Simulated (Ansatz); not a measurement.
BaTiO3:
```yaml
crystal:
  lattice:
    - [3.93456, 0.00000, 0.00000]
    - [0.00000, 3.93456, 0.00000]
    - [0.00000, 0.00000, 3.93456]
  atoms:
    - { symbol: Ba, position: [0.00000, 0.00000, 0.00000] }
    - { symbol: Ti, position: [0.50000, 0.50000, 0.50000] }
    - { symbol: O, position: [0.00000, 0.50000, 0.50000] }
    - { symbol: O, position: [0.50000, 0.50000, 0.00000] }
    - { symbol: O, position: [0.50000, 0.00000, 0.50000] }
```

Relaxed with LDA. Special points in fractions of this cell's reciprocal vectors: Γ (0.000, 0.000, 0.000); X (0.000, 0.500, 0.000); M (0.500, 0.500, 0.000); R (0.500, 0.500, 0.500).

Question: List the band energies nearest the valence-band maximum at these points for plane-wave PAW LDA (Ansatz code).

Answer: In eV from the valence-band maximum; about four levels below and three above (degenerate sets whole), none deeper than 8.9 eV; points with the same levels are listed once.

```tsv
k	below	above
Γ	-1.22 -1.22 -1.22 -0.04 -0.04 -0.04	1.83 1.83 1.83
X	-1.89 -1.89 -0.67 -0.67	1.98 3.77 3.77
M	-1.67 -0.79 -0.79 -0.05	3.79 3.79 4.23
R	-2.30 -2.30 -2.30 0.00 0.00 0.00	4.52 4.52 4.52
```

Space group Pm-3m (cubic perovskite). This is a known high-temperature phase of the composition, computed here at zero pressure and temperature. Symmetry was held in the LDA relaxation. At this level the phase is dynamically unstable (imaginary phonons). The run is not spin-polarised. Scalar-relativistic: spin–orbit coupling is off unless named, which matters more the heavier the elements.

Potentials: the later of the program's two PAW sets.
